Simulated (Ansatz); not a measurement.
Data:

BiPt:
```xyz
4
Lattice="4.3283 0.0000 0.0000 -2.1642 3.7484 0.0000 0.0000 0.0000 5.4517" Properties=species:S:1:pos:R:3 pbc="T T T"
Bi     0.0000     2.4990     1.3629
Bi     2.1642     1.2495     4.0888
Pt     0.0000     0.0000     2.7259
Pt     0.0000     0.0000     0.0000
```

This is the LDA-relaxed structure. Tensor components refer to the Cartesian frame of this cell.

Q: All from the program Ansatz at the LDA level (PAW), unless another level is named. Give the Young's modulus.

A: 97.1 GPa.

Q: Next, the highest zone-centre frequency?

A: 177 cm⁻¹.

Q: And the elastic constants (relaxed ions, GPa)?

A: C11 = 166, C12 = 117, C13 = 96.1, C33 = 242, C44 = 36.5.

Space group P6_3/mmc (NiAs type). The workflow started from a Materials Project entry (that database holds measured and hypothetical structures alike); the Crystallography Open Database files this formula in space group No. 194, but the cells were not matched. Its standing as an ambient phase is unchecked. The LDA relaxation kept the symmetry of its start; of distortions, only those at the zone centre were tested. The run is not spin-polarised. As this level gives no gap, shear constants depend on the k-mesh and smearing (Fermi–Dirac, 0.1 eV here). As this level gives no gap, phonon frequencies hold no LO–TO term and depend on the k-mesh and smearing (Fermi–Dirac, 0.1 eV here). Spin–orbit coupling is left out wherever it is not named.

Potentials: the later of the program's two PAW sets.
